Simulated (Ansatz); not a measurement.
CdS, first-principles data

CdS:
```
CdS
1.0
    4.12080     0.00000     0.00000
   -2.06040     3.56872     0.00000
    0.00000     0.00000    13.43660
Cd S
4 4
Cartesian
  0.00000   0.00000   0.00558
  0.00000   0.00000   6.72388
  2.06040   1.18957  10.08059
  0.00000   2.37914   3.36229
  0.00000   0.00000  10.91842
  0.00000   0.00000   4.20012
  2.06040   1.18957   7.55665
  0.00000   2.37914   0.83835
```

Space group P6_3mc (No. 186); conventional cell a = 4.1208 Å, b = 4.1208 Å, c = 13.4366 Å, α = 90.00°, β = 90.00°, γ = 120.00°.

Method: the program Ansatz at the PBEsol level (PAW). Structure relaxed to zero pressure with the same functional. Other levels are named where they apply.

### Cell and energy

```json
{
  "volume_per_atom": "24.70 Å³",
  "density": "4.86 g/cm³",
  "Formation energy from the elements (no fitted shifts)": "-0.63 eV/atom"
}
```

### Electronic structure

```json
{
  "band_gap": "1.05 eV (direct)",
  "valence_band_maximum": "at Γ",
  "conduction_band_minimum": "at Γ",
  "electron_effective_mass": "0.12 mₑ (isotropic)",
  "Electron effective mass with spin–orbit coupling": "0.12 mₑ (isotropic)",
  "Hole effective mass, band 1 of 2 at the edge": "1.6 along x, 1.6 along z (mₑ)",
  "Hole effective mass, band 2 of 2 at the edge": "0.12 along x, 1.6 along z (mₑ)",
  "Hole effective mass with spin–orbit coupling": "0.25, 0.25, 1.6 mₑ (principal values)",
  "HSE06 gap on the PBEsol cell": "2.22 eV",
  "Gap with spin–orbit coupling": "1.04 eV"
}
```

### Mechanics

```json
{
 "Bulk modulus (Birch–Murnaghan fit)": "61.3 GPa",
 "Pressure derivative B′": "4.6",
 "Elastic constants (relaxed ions, GPa)": "C11 = 86.4, C12 = 52.9, C13 = 44.4, C33 = 95.7, C44 = 15.1",
 "mechanical_stability": "stable (all eigenvalues of C positive)",
 "hill_bulk_and_shear_moduli": "61.3 and 17.5 GPa",
 "Young's modulus": "48.0 GPa",
 "Poisson's ratio": "0.37",
 "debye_temperature_from_the_elastic_constants": "219 K",
 "Piezoelectric stress constants (proper, relaxed ions, C/m²)": "e15 = e24 = 0.16, e31 = e32 = 0.19, e33 = -0.36"
}
```

### Dielectric response

```json
{
  "Electronic dielectric constant ε∞ (DFPT)": "6.33 (xx = yy), 6.37 (zz)",
  "Born charges (a third of the trace)": "Cd +2.15, S -2.15 e",
  "Largest static χ(2) component": "34 pm/V"
}
```

A made-up cell: these elements were put on the sites of a structure type. Its sites differ from those of the usual phase in this space group: another stacking or structure type. The PBEsol relaxation kept the symmetry of its start; its stability against distortions is not shown here. Signs of piezoelectric constants follow the polarity of the cell as given. The references are the lowest solids computed at this level, not always the standard phases. Scalar-relativistic: spin–orbit coupling is off unless named, which matters more the heavier the elements.

Potentials: the later of the program's two PAW sets.
